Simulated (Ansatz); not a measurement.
Relaxed ZrC (rock salt):

```
ZrC
1.0
    0.00000     4.70874     4.70874
    2.35437     2.35437     4.70874
    2.35437     2.35437     0.00000
C Zr
2 2
Cartesian
  0.00000   0.00000   0.00000
  2.35437   4.70874   7.06311
  2.35437   7.06311   7.06311
  2.35437   4.70874   4.70874
```

The atoms are displaced by Q × the pattern below (from a DFPT mode at X = (0.5, 0.5, 0.0), largest move 1; Q in Å), at fixed cell. (q is in reciprocal vectors of the primitive cell; the cell shown is doubled to hold the pattern.)

```
atom      x      y       z
----  -----  -----  ------
C1    0.000  0.000   1.000
C2    0.000  0.000  -1.000
Zr3   0.000  0.000   0.018
Zr4   0.000  0.000  -0.018
```

Calculation: PBE (plane waves to 420 eV, PAW, scalar-relativistic; Ansatz, an electronic-structure program). k mesh 17×17×17 (Γ-centred), Fermi-Dirac smearing 0.05 eV. The energy includes the smearing's −TS. Compression counts positive. With partly filled bands, energies and forces of such displacements shift with the k mesh and the smearing. ZrC is run without spin polarisation. ZrC was relaxed with its symmetry unable to fall. The zero of ΔE is the undisplaced structure.

Task: Give the computed ΔE (meV/cell) and P (GPa) at Q (Å) = -0.180, -0.150, -0.120, -0.090, 0.030, 0.090, 0.120, 0.180.

Result: 
| Q (Å) | ΔE (meV/cell) | P (GPa) |
|---|---|---|
| -0.180 | 415 | 2.4 |
| -0.150 | 286 | 1.6 |
| -0.120 | 182 | 1.0 |
| -0.090 | 102 | 0.6 |
| 0.030 | 11 | 0.1 |
| 0.090 | 102 | 0.6 |
| 0.120 | 182 | 1.0 |
| 0.180 | 415 | 2.4 |

(A displaced cell: forces are minus the slopes of the energy, force constants its curvatures, and phonons follow from these.)
